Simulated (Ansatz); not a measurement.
**How the functional moves the response of YSe (Fm-3m) (LDA, PBEsol)**

```xyz
2
Lattice="0.0000 2.8215 2.8215 2.8215 0.0000 2.8215 2.8215 2.8215 0.0000" Properties=species:S:1:pos:R:3 pbc="T T T"
Y     2.8215    2.8215    2.8215
Se    0.0000    0.0000    0.0000
```

This cell (22.46 Å³ an atom) was relaxed by PAW under LDA, and each functional gets its own cell relaxed so. Quantity: elastic moduli (Hill averages, relaxed ions; θ_D from sound speeds over directions).

Runs: (1) LDA, all-electron LAPW in Ansatz 0.2.0, scalar-relativistic; k mesh 14×14×14, strains of ±0.005, Fermi-Dirac smearing of 0.100 eV, basis error target 1 meV/atom. (2) PBEsol, all-electron LAPW in Ansatz 0.2.0, scalar-relativistic; k mesh 14×14×14, strains of ±0.008, Fermi-Dirac smearing of 0.050 eV, basis error target 0.5 meV/atom.

Under LDA: B = 93.1 GPa, G = 38.3 GPa, C11 = 237 GPa, C44 = 15.7 GPa, ν = 0.319, θ_D = 262 K.

Task: Which way does PBEsol move the volume, and by how much?

Result: a = 5.691 Å, 23.04 Å³ an atom: 2.6 % larger.

Task: What does PBEsol give for these quantities?

Result: 

```tsv
quantity	LDA	PBEsol	change
B	93.1 GPa	87.1 GPa	-6 %
G	38.3 GPa	33.7 GPa	-12 %
C11	237 GPa	219 GPa	-8 %
C44	15.7 GPa	13.0 GPa	-17 %
ν	0.319	0.329	+3 %
θ_D	262 K	244 K	-7 %
```

Known limits: responses of metals move with mesh and smearing; the softest shear constant rests on one k mesh, and a soft shear can herald a distortion on cooling.
